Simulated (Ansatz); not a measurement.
## GeRh: from a starting cell to a relaxed one

The start is a generated cell, GeRh built in the TiAs structure type. The cell and all atomic positions are relaxed at zero pressure with r2SCAN (plane waves to 500 eV, PAW, scalar-relativistic; Ansatz, a quantum-chemistry and plane-wave program). The first steps use a coarse 8×8×2 k-mesh.

The start:
```
GeRh
1.0
    3.51873     0.00000     0.00000
   -1.75936     3.04731     0.00000
    0.00000     0.00000    11.87087
Rh Ge
4 4
Direct
  0.33333   0.66667   0.12500
  0.66667   0.33333   0.62500
  0.66667   0.33333   0.87500
  0.33333   0.66667   0.37500
  0.00000   0.00000   0.00000
  0.00000   0.00000   0.50000
  0.33333   0.66667   0.75000
  0.66667   0.33333   0.25000
```

**Question.** What is the largest force in the starting geometry, and on which atom (counted from 1)?

**Answer.** About 0.1 eV/Å, on Rh1, Rh2, Rh3, Rh4 (atoms numbered as listed).

**Question.** How much energy is released per atom?

**Answer.** 0.13 eV/atom.

**Question.** How do the shortest distances between atoms change?

**Answer.** The closest pairs of elements (up to four, under 3.6 Å), start → end: Ge–Rh 2.52 → 2.44 Å; Rh–Rh 2.97 → 2.79 Å; Ge–Ge 3.52 → 3.28 Å.

**Question.** Is the relaxed structure metallic? Give its gap.

**Answer.** No gap (metallic).

**Question.** Write out the relaxed structure.

**Answer.** 
Space group P6₃/mmc (No. 194); a = 3.842 Å, b = 3.842 Å, c = 9.679 Å, α = 90.00°, β = 90.00°, γ = 120.00°

```csv
atom,site,symmetry,x,y,z
Rh,4f,3m.,0.3333,0.6667,0.1060
Ge,2a,-3m.,0.0000,0.0000,0.0000
Ge,2d,-6m2,0.6667,0.3333,0.2500
```

The space group stays P6₃/mmc (No. 194) (the run could not lower it), with 8 atoms in the primitive cell. Final values are on a 14×14×5 k-mesh of the relaxed cell. No spin polarisation in the result.

The run could not lose the symmetry of its start, so the end can be a saddle point.

The relaxed structure here is a generated cell of GeRh: the first start was made by placing the elements on the sites of a structure type, and the end was not matched to a known phase here, so it may be hypothetical.
